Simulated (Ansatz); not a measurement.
Sn3Te2Se in space group P-3m1 (No. 164; Sn on 1b, Sn on 2d, Te on 2d, Se on 1a) at seven volumes, r²SCAN in the plane-wave PAW code Ansatz, shape and atoms relaxed at each. One row is withheld.

```json
[
 {"V (Å³/atom)": "27.782", "P (GPa)": "5.39"},
 {"V (Å³/atom)": "28.698", "P (GPa)": "?"},
 {"V (Å³/atom)": "29.614", "P (GPa)": "1.51"},
 {"V (Å³/atom)": "30.529", "P (GPa)": "0.00"},
 {"V (Å³/atom)": "31.445", "P (GPa)": "-1.29"},
 {"V (Å³/atom)": "32.361", "P (GPa)": "-2.39"},
 {"V (Å³/atom)": "33.277", "P (GPa)": "-3.33"}
]
```

Question: Fit the shown pressures and predict the withheld one.

Answer: Third-order Birch–Murnaghan: P = (3/2)B₀(x^(7/2) − x^(5/2))[1 + (3/4)(B′ − 4)(x − 1)] with x = (V₀/V)^(2/3). Least squares on the six rows gives V₀ = 30.528 Å³/atom, B₀ = 46.55 GPa, B′ = 4.35. At V = 28.698, x = 1.0421 and P = 3.29 GPa. The run itself gave 3.29 GPa.

The workflow started from a Materials Project entry (that database holds measured and hypothetical structures alike); the Crystallography Open Database copy checked does not list it. Its standing as an ambient phase is unchecked. The cell was relaxed with r²SCAN under the symmetry of its start; whether a distortion lowers the energy is not shown. Scalar-relativistic: spin–orbit coupling is off unless named, which matters more the heavier the elements.

Potentials: the later of the program's two PAW sets.
